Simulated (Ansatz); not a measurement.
Zr$_{3}$N$_{4}$ (space group I-43d)

```xyz
14
Lattice="-3.3513 3.3513 3.3513 3.3513 -3.3513 3.3513 3.3513 3.3513 -3.3513" Properties=species:S:1:pos:R:3 pbc="T T T"
Zr     0.0000     5.0270     0.8378
Zr     0.0000     1.6757     2.5135
Zr     0.8378     0.0000     5.0270
Zr     2.5135     0.0000     1.6757
Zr     5.0270     0.8378     0.0000
Zr     1.6757     2.5135     0.0000
N      2.1507     2.1507     2.1507
N      0.4751    -0.4751     2.8763
N      1.2006     4.5519    -1.2006
N      2.8763     0.4751    -0.4751
N     -1.2006     1.2006     4.5519
N      0.4751     0.4751     0.4751
N      4.5519    -1.2006     1.2006
N     -0.4751     2.8763     0.4751
```

The volume is varied about the relaxed value V₀ at fixed cell shape. The atoms relax within the cell's symmetry.

Method: PBEsol (plane waves to 420 eV, PAW, scalar-relativistic; Ansatz, a first-principles code). k mesh 6×6×6 (Γ-centred), Fermi-Dirac smearing 0.05 eV. The energy includes the smearing's −TS. Stress and pressure are positive under compression. Zr3N4 is run without spin polarisation. Zr3N4 was relaxed with its symmetry unable to fall. ΔE is measured from the relaxed starting cell.

```tsv
V (Å³/atom)	ΔE (meV/atom)
9.679	104.4
9.948	55.5
10.217	23.3
10.486	5.5
10.754	0.0
11.023	4.8
11.292	17.7
11.561	withheld
11.830	59.0
```

Task: Fit a third-order Birch-Murnaghan form (E₀, V₀, B₀, B₀′ free) to the given rows and predict ΔE at V = 11.561.

Result: Least squares on the 8 given rows: ΔE = E₀ + (9V₀B₀/16)·y²·[2 + (B₀′ − 4)y], y = (V₀/V)^(2/3) − 1, with V₀ = 10.759 Å³/atom, B₀ = 230.3 GPa (160.2 GPa = 1 eV/Å³; the term in eV is multiplied by 1000), B₀′ = 7.34, E₀ = 0.48 meV/atom; root-mean-square residual 0.38 meV/atom. At 11.561 the fit gives 35.6 meV/atom; the calculation gives 36.3 meV/atom, so the interpolation is off by -0.7 (-1.9 %). For the pressure the fit gives -12.7 GPa against the computed -12.3 GPa.

(Under strain, the slope of the energy per volume gives the stress and its curvature an elastic modulus.)
